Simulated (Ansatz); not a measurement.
SrCd2As2 in space group P-3m1 (No. 164; Sr on 1a, Cd on 2d, As on 2d) at seven volumes, PBEsol (plane waves, PAW; program Ansatz), shape and atoms relaxed at each. One row is withheld.

```csv
V (Å³/atom),P (GPa)
22.733,6.16
23.482,?
24.232,1.73
24.981,0.00
25.730,-1.47
26.480,-2.71
27.229,-3.73
```

Problem. Fit the shown pressures and predict the withheld one.

Solution. P = (3/2)B₀(x^(7/2) − x^(5/2))[1 + (3/4)(B′ − 4)(x − 1)] with x = (V₀/V)^(2/3). Least squares on the six rows gives V₀ = 24.980 Å³/atom, B₀ = 52.8 GPa, B′ = 4.54. At V = 23.482, x = 1.0421 and P = 3.76 GPa. The run itself gave 3.76 GPa.

The workflow started from a Materials Project entry (that database holds measured and hypothetical structures alike); the Crystallography Open Database copy checked does not list it. Whether it is the stable phase at ambient conditions was not checked. Symmetry was held in the PBEsol relaxation; whether a distortion lowers the energy is not shown.

Potentials: the later of the program's two PAW sets.
